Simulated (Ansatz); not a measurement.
# KB3H8: do the settings matter for the field gradients?

This input was run with Ansatz:

```yaml
crystal:
  lattice:
    - [3.712815, -4.04043, 0.0]
    - [3.712815, 4.04043, 0.0]
    - [0.0, 0.0, 8.19595]
  atoms:
    - { symbol: K, position: [0.66998, 0.33002, 0.75] }
    - { symbol: K, position: [0.33002, 0.66998, 0.25] }
    - { symbol: B, position: [0.2787, 0.7213, 0.64039] }
    - { symbol: B, position: [0.7213, 0.2787, 0.14039] }
    - { symbol: B, position: [0.7213, 0.2787, 0.35961] }
    - { symbol: B, position: [0.2787, 0.7213, 0.85961] }
    - { symbol: B, position: [0.0893, 0.9107, 0.75] }
    - { symbol: B, position: [0.9107, 0.0893, 0.25] }
    - { symbol: H, position: [0.20131, 0.52231, 0.58919] }
    - { symbol: H, position: [0.79869, 0.47769, 0.08919] }
    - { symbol: H, position: [0.52231, 0.20131, 0.41081] }
    - { symbol: H, position: [0.47769, 0.79869, 0.91081] }
    - { symbol: H, position: [0.79869, 0.47769, 0.41081] }
    - { symbol: H, position: [0.20131, 0.52231, 0.91081] }
    - { symbol: H, position: [0.47769, 0.79869, 0.58919] }
    - { symbol: H, position: [0.52231, 0.20131, 0.08919] }
    - { symbol: H, position: [0.1356, 0.8644, 0.57686] }
    - { symbol: H, position: [0.8644, 0.1356, 0.07686] }
    - { symbol: H, position: [0.8644, 0.1356, 0.42314] }
    - { symbol: H, position: [0.1356, 0.8644, 0.92314] }
    - { symbol: H, position: [0.87107, 0.85507, 0.75] }
    - { symbol: H, position: [0.12893, 0.14493, 0.25] }
    - { symbol: H, position: [0.85507, 0.87107, 0.25] }
    - { symbol: H, position: [0.14493, 0.12893, 0.75] }
  symmetry: { detect: false }
kpoints:
  mp_grid: { grid: [6, 6, 4] }
scf:
  occupations: { method: fermi_dirac, width: 0.05 }
hamiltonian:
  xc: pbe
  pseudopotentials: { kind: paw }
output:
  forces: true
  stress: true
  populations: true
  efg:
    quadrupole_moments_barn: { K: 0.0603, B: 0.04059, H: 0.00285783 }
    contact_densities: true
  write_density: true
  write_potential: true
  elf: true
  volumetric_format: npy
```

It converged. Of its output the block on the nuclei alone is shown, without the SCF iterations, energies, forces and stress (one atom of each set):

```
--- PAW observables at the nuclei: V_zz in 10²¹ V/m², potentials from the cell's mean, atoms counted from 1 ---
  atom   1  K  V_zz =    +0.942364   η = 0.5208   by run symmetry: not_imposed   C_q = +1.3740 MHz
            electrostatic potential = -2059.581293 V   contact ρ = 34766.199382 e/Å³
  atom   3  B  V_zz =    +0.998654   η = 0.7587   by run symmetry: not_imposed   C_q = +0.9801 MHz
            electrostatic potential = -319.015469 V   contact ρ = 486.058691 e/Å³
  atom   7  B  V_zz =    +2.165025   η = 0.5521   by run symmetry: not_imposed   C_q = +2.1249 MHz
            electrostatic potential = -317.892101 V   contact ρ = 486.254667 e/Å³
  atom   9  H  V_zz =    +1.842556   η = 0.0351   by run symmetry: not_imposed   C_q = +0.1273 MHz
            electrostatic potential = -37.456581 V   contact ρ = 3.146841 e/Å³
  atom  17  H  V_zz =    +1.240064   η = 0.7405   by run symmetry: not_imposed   C_q = +0.0857 MHz
            electrostatic potential = -35.248848 V   contact ρ = 2.994192 e/Å³
  atom  21  H  V_zz =    +1.833870   η = 0.0202   by run symmetry: not_imposed   C_q = +0.1267 MHz
            electrostatic potential = -37.233192 V   contact ρ = 3.187322 e/Å³
```

(1) Can these gradients be trusted, and how do they compare with a run on standard settings?

## Answers

(1) They agree with the standard run. Against the standard input the change is `crystal.symmetry`: not typed → {detect: false}. A site carries the number of its first atom; V_zz in 10²¹ V/m².

| site | V_zz standard | η standard | V_zz here | η here |
| --- | --- | --- | --- | --- |
| K | 0.94 | 0.52 | 0.94 | 0.52 |
| B3 | 1.00 | 0.76 | 1.00 | 0.76 |
| B7 | 2.17 | 0.55 | 2.17 | 0.55 |
| H9 | 1.84 | 0.04 | 1.84 | 0.04 |
| H17 | 1.24 | 0.74 | 1.24 | 0.74 |
| H21 | 1.83 | 0.02 | 1.83 | 0.02 |

All printed values agree. Without symmetry the run does more work for the same result. SCF iterations: 6 and 6.
